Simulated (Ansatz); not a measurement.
BN (h-BN type, space group P6_3/mmc)

```
CELL_PARAMETERS angstrom
      2.49985     0.00000     0.00000
     -1.24992     2.16493     0.00000
      0.00000     0.00000     6.41293
ATOMIC_POSITIONS crystal
  B  0.33333 0.66667 0.25000
  B  0.66667 0.33333 0.75000
  N  0.33333 0.66667 0.75000
  N  0.66667 0.33333 0.25000
```

Equation-of-state scan: isotropic scaling of the cell above, V₀ being its volume. Symmetry pins the atoms to their sites.

These are PBEsol-D3(BJ) (plane waves to 420 eV, PAW, scalar-relativistic; Ansatz, an electronic-structure program) values and carry that method's errors. k mesh 15×15×5 (Γ-centred), Fermi-Dirac smearing 0.05 eV. The energy includes the smearing's −TS. With the shape held, the modulus is that of even scaling; a crystal free to change shape is softer. BN was relaxed with its symmetry unable to fall. The PAW data are Ansatz's earlier set. The zero of ΔE is the relaxed starting cell.

```json
[
 {"V (Å³/atom)": "7.809", "ΔE (meV/atom)": "81.3"},
 {"V (Å³/atom)": "7.983", "ΔE (meV/atom)": "50.3"},
 {"V (Å³/atom)": "8.156", "ΔE (meV/atom)": "27.3"},
 {"V (Å³/atom)": "8.330", "ΔE (meV/atom)": "11.8"},
 {"V (Å³/atom)": "8.503", "ΔE (meV/atom)": "2.9"},
 {"V (Å³/atom)": "8.677", "ΔE (meV/atom)": "0.0"},
 {"V (Å³/atom)": "8.850", "ΔE (meV/atom)": "2.7"},
 {"V (Å³/atom)": "9.024", "ΔE (meV/atom)": "10.4"},
 {"V (Å³/atom)": "9.197", "ΔE (meV/atom)": "22.7"},
 {"V (Å³/atom)": "9.371", "ΔE (meV/atom)": "39.2"},
 {"V (Å³/atom)": "9.544", "ΔE (meV/atom)": "59.6"}
]
```

What is the fitted pressure derivative B₀′?

3.7.

What bulk modulus at fixed cell shape B₀ follows from a third-order Birch-Murnaghan fit?

255 GPa. Check by three points about V = 8.677 Å³/atom, step 0.174: d²E/dV² ≈ (2.9 − 2·0.0 + 2.7) meV / 0.174² = 0.186 eV/Å⁶, and V·d²E/dV² × 160.2 = 259 GPa.

(Under strain, the slope of the energy per volume gives the stress and its curvature an elastic modulus.)
